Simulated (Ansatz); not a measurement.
# Ti2C under pressure

Computed with DFT r2SCAN, scalar-relativistic, plane waves, PAW (Ansatz 0.2.0). Settings: 500 eV cutoff, 8×8×8 k-mesh, Gaussian smearing of 0.10 eV, no spin polarisation.

Reference structure (relaxed):

```
CELL_PARAMETERS angstrom
0.00000 4.31017 4.31017
4.31017 0.00000 4.31017
4.31017 4.31017 0.00000
ATOMIC_POSITIONS crystal
Ti 0.85605 0.38132 0.38132
Ti 0.38132 0.38132 0.38132
Ti 0.38132 0.38132 0.85605
Ti 0.86868 0.39395 0.86868
Ti 0.86868 0.86868 0.86868
Ti 0.39395 0.86868 0.86868
Ti 0.86868 0.86868 0.39395
Ti 0.38132 0.85605 0.38132
C 0.62500 0.62500 0.62500
C 0.12500 0.62500 0.62500
C 0.62500 0.62500 0.12500
C 0.62500 0.12500 0.62500
```

Cell and atoms are relaxed at each pressure within the symmetry of the start, at zero temperature, so transitions that lower the symmetry aren't seen. The k-mesh given is that at zero pressure and may differ at others.

(1) Give the structure at 1 GPa.

## Answers

(1)
```
CELL_PARAMETERS angstrom
0.00000 4.30060 4.30060
4.30060 0.00000 4.30060
4.30060 4.30060 0.00000
ATOMIC_POSITIONS crystal
Ti 0.85668 0.38111 0.38111
Ti 0.38111 0.38111 0.38111
Ti 0.38111 0.38111 0.85668
Ti 0.86889 0.39332 0.86889
Ti 0.86889 0.86889 0.86889
Ti 0.39332 0.86889 0.86889
Ti 0.86889 0.86889 0.39332
Ti 0.38111 0.85668 0.38111
C 0.62500 0.62500 0.62500
C 0.12500 0.62500 0.62500
C 0.62500 0.62500 0.12500
C 0.62500 0.12500 0.62500
```
Symmetry: Fd-3m, No. 227, cubic system. The conventional cell has a = 8.601 Å, b = 8.601 Å, c = 8.601 Å, α = 90.00°, β = 90.00°, γ = 90.00°. Ti (site symmetry 3m) has 3 C at 2.10 Å as nearest neighbours. C (site symmetry -3m) is surrounded by 6 Ti at 2.10 Å.